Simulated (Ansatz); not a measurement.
InAs:
```cif
data_As2In2
_chemical_formula_sum 'In2 As2'
_space_group_name_H-M_alt 'P63mc'
_space_group_IT_number 186
_space_group_name_Hall 'P 6c -2c'
_cell_length_a 4.29439
_cell_length_b 4.29439
_cell_length_c 7.05647
_cell_angle_alpha 90.000
_cell_angle_beta 90.000
_cell_angle_gamma 120.000
loop_
_atom_site_label
_atom_site_type_symbol
_atom_site_symmetry_multiplicity
_atom_site_Wyckoff_symbol
_atom_site_fract_x
_atom_site_fract_y
_atom_site_fract_z
_atom_site_occupancy
In1 In 2 b 0.33333 0.66667 0.00053 1
As1 As 2 b 0.33333 0.66667 0.37497 1
```

Relaxed with PBEsol. DFT-PBEsol in the program Ansatz with PAW potentials gives no gap.

Problem. What gap does HSE06 give on the same cell (Ansatz, PAW)?

Solution. 0.47 eV. The hybrid was solved on a coarser mesh and at special points; its gap is the smallest among all of these. On such a mesh it can open a false gap in a semimetal.

```json
[
 {"k": "Γ", "v1 PBEsol": "0.00", "c1 PBEsol": "0.00", "v1 HSE06": "0.00", "c1 HSE06": "0.47"},
 {"k": "A", "v1 PBEsol": "-0.57", "c1 PBEsol": "1.16", "v1 HSE06": "-0.62", "c1 HSE06": "1.93"},
 {"k": "K", "v1 PBEsol": "-2.31", "c1 PBEsol": "2.43", "v1 HSE06": "…", "c1 HSE06": "…"},
 {"k": "H", "v1 PBEsol": "-1.46", "c1 PBEsol": "2.05", "v1 HSE06": "…", "c1 HSE06": "…"},
 {"k": "M", "v1 PBEsol": "-1.01", "c1 PBEsol": "1.53", "v1 HSE06": "…", "c1 HSE06": "…"},
 {"k": "L", "v1 PBEsol": "-1.75", "c1 PBEsol": "1.31", "v1 HSE06": "…", "c1 HSE06": "…"}
]
```

Problem. Top valence (v1) and lowest conduction level (c1) in eV from each method's valence maximum (which need not be a listed point): supply the withheld HSE06 values.

Solution. 
- H, v1 HSE06: -1.59
- H, c1 HSE06: 2.82
- K, v1 HSE06: -2.49
- K, c1 HSE06: 3.10
- L, v1 HSE06: -1.90
- L, c1 HSE06: 2.02
- M, v1 HSE06: -1.10
- M, c1 HSE06: 2.22

Cost on shared cores: the PBEsol run (SCF on a 11×11×6 mesh, then bands and DOS) around 70 core-seconds (rough), the HSE06 run (SCF on 6×6×3, then a few points) about 2.9 core-minutes (a rough figure); the tasks are unlike.

Space group P6_3mc (wurtzite). The workflow started from a Materials Project entry (that database holds measured and hypothetical structures alike); the Crystallography Open Database copy checked does not list it. It is not the phase usual at ambient conditions (space group No. 216). The PBEsol relaxation kept the symmetry of its start; of distortions, only those at the zone centre were tested. Scalar-relativistic: spin–orbit coupling is off unless named, which matters more the heavier the elements.

Potentials: the later of the program's two PAW sets.
